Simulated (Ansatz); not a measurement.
AlPd:
```xyz
2
Lattice="0.0000 2.5447 2.5447 2.5447 0.0000 2.5447 2.5447 2.5447 0.0000" Properties=species:S:1:pos:R:3 pbc="T T T"
Pd     0.0000     0.0000     0.0000
Al     2.5447     2.5447     2.5447
```

Relaxed with r²SCAN. Special points in fractions of this cell's reciprocal vectors: Γ (0.000, 0.000, 0.000); X (0.500, 0.000, 0.500); U (0.625, 0.250, 0.625); K (0.375, 0.375, 0.750); L (0.500, 0.500, 0.500); W (0.500, 0.250, 0.750).

### Question
List the band energies nearest the Fermi level at these points for r²SCAN (plane waves, PAW; program Ansatz).

### Answer
In eV from the Fermi level; about four levels below and three above (degenerate sets whole), none deeper than 8.9 eV; … stands for higher levels left out; points with the same levels are listed once.

```tsv
k	below	above
Γ	-4.02 -4.02 -4.02 -3.94 -3.94	5.92 5.92 5.92
X	-3.27 -2.76 -2.76 -0.17	1.51 1.51 6.14
U	-3.98 -2.92 -1.28 -1.06	0.10 3.03 7.18
L	-4.63 -4.63 -3.02 -3.02 -1.39	6.99 6.99 7.45
W	-2.76 -0.53 -0.36 -0.36	0.82 …
```

Space group Fm-3m (rock salt). The start of the workflow was typed in or built on a structure type; neither database checked (COD, Materials Project) lists it. Its standing as an ambient phase is unchecked. Symmetry was held in the r²SCAN relaxation. At this level the phase is mechanically unstable. No spin polarisation was allowed. Scalar-relativistic: spin–orbit coupling is off unless named, which matters more the heavier the elements.

Potentials: the earlier of the program's two PAW sets.
